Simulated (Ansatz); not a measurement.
The cell is a database entry far from equilibrium at this level of theory, probably a faulty or high-pressure entry; it serves as a test geometry alone. The listed cell was then made from it by scaling, straining or moving an atom.

An input for Re: DFT, LDA, all-electron PAW with datasets made for the crystal, scalar-relativistic (Ansatz 0.2.0).

Command: `ansatz run input.yaml --threads 1 --pin off --max-ram 3072MiB --backend cpu --events-out ev --progress --plain --runs-dir out` The run took 25 s on 1 thread of Arm Neoverse V1 (shared host), peak memory 0.65 GiB.

```yaml
crystal:
  lattice:
    - [0.0, 1.975, 1.99475]
    - [1.975, 0.0, 1.99475]
    - [1.975, 1.975, 0.0]
  atoms:
    - { symbol: Re, position: [0.0, 0.0, 0.0] }
kpoints:
  mp_grid: { grid: [14, 14, 14] }
scf:
  occupations: { method: fermi_dirac, width: 0.03 }
hamiltonian:
  xc: lda
  pseudopotentials: { kind: all_electron, datasets: crystal }
output:
  forces: true
  stress: true
  eigenvalues: true
  efg: { contact_densities: true }
```

Set-up and iterations as logged by Ansatz (the results part is left out, to be predicted):

```
hamiltonian.pseudopotentials.datasets: crystal makes datasets for this crystal and solves the spheres of its atoms anew in each pass: cutoff 260.0 eV, the density's 1040.0 eV; for an error of 0.50 meV an atom under PBE, 0.5 meV for the cell; an energy difference from a run of another recipe may be off by several times the error for the cell, under r2SCAN by more, where some 0.1 meV an atom stays at smaller errors; Re in spheres of 1.376 Å, 15 of its electrons in bands, 14 on its site; only band paths and densities of states list, in semicore columns, the levels of the semicore shells that are solved separately: 4f of Re
Engine: ansatz 0.2.0
Pseudopotentials: kind: all_electron
Pseudopotential: Re, paw, valence charge 29, recommended cutoff 260 eV (normal), Koelling and Harmon's equation, gaussian nucleus
Functional definition: SPW92
  exchange = slater_x
  correlation = pw_c
Crystal: 1 atoms, lattice volume = 15.562 Å³
Basis set: ecut = 260 eV, 153 PW (Γ)
Bands: 12, of which v1, the nominal top of the filled ones, is band 8 counted from 1 (7 counted from 0)
Symmetry: 16 space group operations
Space group: I4/mmm (ITA 139), of the structure as read, at distance tolerance 2.5e-5 Å
k-points: 244 of 2744
Non-local potential: Re, projectors of the file, l = 0: 2, l = 1: 2, l = 2: 2
PAW form: soft (Blöchl's): semilocal exchange-correlation on the pseudo side does not see the compensation charge
PAW one-centre angular grid: Re, 590 points (default); XC on its mesh's 1821 points in the sphere
Initial density: superposition of atomic densities (neutral atoms: chi_scale 0, normalization atom)
Initial wavefunctions: pseudopotential atomic-orbital guess
Functional: x = slater, c = lda
iter 1 solved again at ethr=1.63e-2 eV; its pass at ethr=1.00e-1 eV (dr2=2.45e0 eV) is discarded
SCF iter   1: F=—  HF=-453893.425218 eV  |F-HF|=—  |Δ(HF+E_count)|=         —  Δρ=1.23e-1  dr2=2.52e0  ethr=1.63e-2  ⟨swp⟩=2.2  Hψ=15571  notcnv=0
iter 2 solved again at ethr=3.79e-4 eV; its pass at ethr=1.63e-2 eV (dr2=5.68e-2 eV) is discarded
SCF iter   2: F=—  HF=-453892.574472 eV  |F-HF|=—  |Δ(HF+E_count)|=   8.51e-1  Δρ=2.15e-2  dr2=5.61e-2  ethr=3.79e-4  ⟨swp⟩=2.6  Hψ=12551  notcnv=0  defer=26
SCF iter   3: F=—  HF=-453892.532380 eV  |F-HF|=—  |Δ(HF+E_count)|=   4.21e-2  Δρ=4.84e-3  dr2=1.72e-3  ethr=3.74e-4  ⟨swp⟩=2.2  Hψ=5897  notcnv=0  defer=28
SCF iter   4: F=—  HF=-453892.531293 eV  |F-HF|=—  |Δ(HF+E_count)|=   1.09e-3  Δρ=1.65e-3  dr2=3.60e-4  ethr=1.15e-5  ⟨swp⟩=3.0  Hψ=7718  notcnv=0  defer=2
SCF iter   5: F=—  HF=-453892.532183 eV  |F-HF|=—  |Δ(HF+E_count)|=   8.91e-4  Δρ=3.24e-4  dr2=4.61e-6  ethr=2.40e-6  ⟨swp⟩=2.1  Hψ=6422  notcnv=0  defer=1
SCF iter   6: F=—  HF=-453892.532183 eV  |F-HF|=—  |Δ(HF+E_count)|=   1.89e-7  Δρ=8.75e-5  dr2=2.36e-7  ethr=3.07e-8  ⟨swp⟩=2.3  Hψ=4871  notcnv=0
SCF iter   7: F=-453892.532183 eV  HF=-453892.532183 eV  |F-HF|=1.16e-9  |Δ(HF+E_count)|=   4.61e-8  Δρ=3.91e-6  dr2=1.55e-9  ethr=1.57e-9  ⟨swp⟩=2.0  Hψ=4786  notcnv=0
```

Task: What pressure will this run report?

Result: -26.6 GPa (positive in compression).
